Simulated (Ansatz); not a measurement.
# Lattice vibrations of InSb at Γ at 2 GPa

Level of theory: Ansatz 0.2.0, DFT LDA, scalar-relativistic, plane waves, PAW. Plane waves to 420 eV; Γ-centred k mesh 12×12×12; Fermi-Dirac smearing of 0.15 eV. No spin polarisation. Phonons by linear response, acoustic sum rule imposed.

The cell, relaxed at 2 GPa:
```
In Sb
1.0
     0.00000    3.18363    3.18363
     3.18363    0.00000    3.18363
     3.18363    3.18363    0.00000
In Sb
1 1
Direct
  0.00000 0.00000 0.00000
  0.75000 0.75000 0.75000
```

In a metal, frequencies and elastic constants depend on the k mesh and the smearing, soft modes and shear constants most. At this pressure the crystal is close to a known change of phase.

(1) Is this structure stable against zone-centre distortions?

(2) List the optical modes at Γ (i marks imaginary ones).

## Answers

(1) Yes, at Γ: no optical mode is imaginary. Strains and other wave vectors aren't tested by this run.

(2)
```tsv
frequency (meV)	degeneracy
23.2	3
```

The bands only touch here, so at this level the crystal is a zero-gap semiconductor or semimetal, not an ordinary metal; spin–orbit coupling, left out, can open or move such a gap.

Cost: 1 run of about 1.2 core-minutes, on Arm Neoverse V1 (shared hosts).